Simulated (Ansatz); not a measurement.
Data:

Nb$_{2}$GaC:
```cif
data_C2Ga2Nb4
_chemical_formula_sum 'Nb4 Ga2 C2'
_space_group_name_H-M_alt 'P 1'
_space_group_IT_number 1
_cell_length_a 3.13852
_cell_length_b 3.13852
_cell_length_c 13.54974
_cell_angle_alpha 90.000
_cell_angle_beta 90.000
_cell_angle_gamma 120.000
loop_
_space_group_symop_operation_xyz
  'x, y, z'
loop_
_atom_site_label
_atom_site_type_symbol
_atom_site_fract_x
_atom_site_fract_y
_atom_site_fract_z
_atom_site_occupancy
Nb1 Nb 0.66667 0.33333 0.90989 1
Nb2 Nb 0.33333 0.66667 0.09011 1
Nb3 Nb 0.33333 0.66667 0.40989 1
Nb4 Nb 0.66667 0.33333 0.59011 1
Ga1 Ga 0.66667 0.33333 0.25000 1
Ga2 Ga 0.33333 0.66667 0.75000 1
C1 C 0.00000 0.00000 0.00000 1
C2 C 0.00000 0.00000 0.50000 1
```

This is the r²SCAN-relaxed structure.

All from the program Ansatz at the r²SCAN level (PAW), unless another level is named. Estimate the electronic character.

metallic (no gap).

Next, the formation energy from the elements (no fitted shifts)?

-0.60 eV/atom.

And the density of states at the Fermi level?

0.45 states/eV per atom (mean over ±0.08 eV).

Space group P6_3/mmc. The workflow started from a Materials Project entry (that database holds measured and hypothetical structures alike); the Crystallography Open Database copy checked does not list it. Whether it is the stable phase at ambient conditions was not checked. The cell was relaxed with r²SCAN under the symmetry of its start; its stability against distortions is not shown here. The run is not spin-polarised. The references are the lowest solids computed at this level, not always the standard phases. Scalar-relativistic: spin–orbit coupling is off unless named, which matters more the heavier the elements.

Potentials: the later of the program's two PAW sets.
